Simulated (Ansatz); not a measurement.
ZnInGaO$_{4}$: do energies and stresses tell the same story?

Method: DFT PBE, scalar-relativistic, plane waves, PAW (Ansatz 0.2.0).

Cutoff 420 eV; k points 12×12×12 on the computed 7-atom cell (Γ-centred); Gaussian smearing, width 0.02 eV; no spin polarisation.

Relaxed cell: R3m, a = 3.356 Å, b = 3.356 Å, c = 26.111 Å, α = 90.00°, β = 90.00°, γ = 120.00°, 7 atoms in the primitive cell. Whether it is the stable form of this composition wasn't checked.

Energies at zero smearing and pressures from the stress tensor, at volumes with shape and atoms relaxed:
```tsv
V (Å³/atom)	E − E(first) (meV/atom)	P (GPa)
10.674	0.00	26.34
11.037	-50.12	18.02
11.401	-82.83	10.98
11.765	-100.83	5.03
12.129	-106.36	-0.01
12.493	-101.36	-4.28
12.857	-87.44	-7.88
13.342	-57.38	-11.82
```

Question: Check P = −dE/dV between neighbouring volumes, and get the bulk modulus from the pressures alone.

Answer: With 1 eV/Å³ = 160.2 GPa:
```tsv
middle V (Å³/atom)	−ΔE/ΔV (GPa)	mean P (GPa)
10.856	22.067	22.182
11.219	14.403	14.502
11.583	7.925	8.007
11.947	2.436	2.508
12.311	-2.204	-2.147
12.675	-6.127	-6.082
13.099	-9.926	-9.852
```

The two differ by 0.12 GPa at most. The mean of two end pressures misses the average over a step by about ΔV² P″/12, up to 0.11 GPa here; with that taken off 0.01 GPa remains. Around V = 12.129 Å³/atom, the two neighbours give B = −V ΔP/ΔV = 12.129 × 9.31 / 0.728 = 155.2 GPa, against B0 = 154.2 GPa from the Birch–Murnaghan fit of the energies.

Cost: 9 runs of about 48 core-minutes in all, on Intel Xeon Processor @ 2.70GHz (shared hosts).